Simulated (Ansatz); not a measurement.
Trial structure of LiTbH₄, not yet relaxed:

```
Li Tb H
1.0
     3.20840    0.00000    0.00000
    -1.60420    2.77855    0.00000
     0.00000    0.00000    6.52207
Li Tb H
1 1 4
Direct
  0.00000 0.00000 0.00000
  0.00000 0.00000 0.50000
  0.33333 0.66667 0.75959
  0.33333 0.66667 0.24041
  0.66667 0.33333 0.75959
  0.66667 0.33333 0.24041
```

Theory: DFT PBE, scalar-relativistic, plane waves, PAW, and for the lanthanide a 4f-in-core norm-conserving potential, in Ansatz. Settings: cutoff 690 eV, Γ-centred mesh 6×6×4 on the computed 6-atom cell, Gaussian smearing of 0.10 eV; no spin polarisation.

Energies over the elements count from the elements' standard structures at the same level (H₂ as a molecule), with no fitted energy shifts.

Question: What does a single point on this coarse mesh give?

Answer: The pressure is -2.4 GPa (the mean over three directions, positive in compression), the largest force is 0.57 eV/Å, and the energy is +0.10 eV/atom against the elements. The shortest distance is 1.85 Å.

Question: Is it a good guess?

Answer: A fair one: relaxing gains about 0.18 eV/atom (the start's value is from the coarse mesh, so the gain is rough) in 12 ionic steps and ends at −0.08 eV/atom on the finer mesh. The symmetry stays P6/mmm (No. 191). The volume per atom grows by 2.8 %, from 9.7 to 10.0 Å³. The shortest distance goes from 1.85 Å (H–H) to 1.97 Å (H–H). The ratio c/a of the conventional cell changes by a factor of 0.85. Conventional cell: a = 3.417 Å, c = 5.907 Å. Li is surrounded by 12 H at 2.62 Å and 2 Tb at 2.95 Å; Tb has 12 H at 2.32 Å and 2 Li at 2.95 Å; H is surrounded by 3 H at 1.97 Å, 3 Tb at 2.32 Å, 1 H at 2.45 Å and 3 Li at 2.62 Å.

The last run used a 12×12×6 mesh (in the run's order of axes) for its 6-atom cell and Gaussian smearing of 0.10 eV. With hydrogen, zero-point motion can shift formation energies by some tens of meV/atom. The relaxation can't lower the symmetry of the start, and the grade says only how near the guess is to its own end. A structure relaxed within its symmetry needn't be a true minimum. Another cell of LiTbH4 relaxed alike, in P1, lies 0.31 eV/atom lower, so this cell isn't the stable form at this level.

The lanthanide is trivalent by construction, without f bands, f moments or other valences. The reference runs of the other elements, and any phases without the lanthanide, used 420 eV, which shifts energies against them by under 10 meV/atom. The lanthanide's reference is the lowest of its hcp, dhcp and fcc cells.
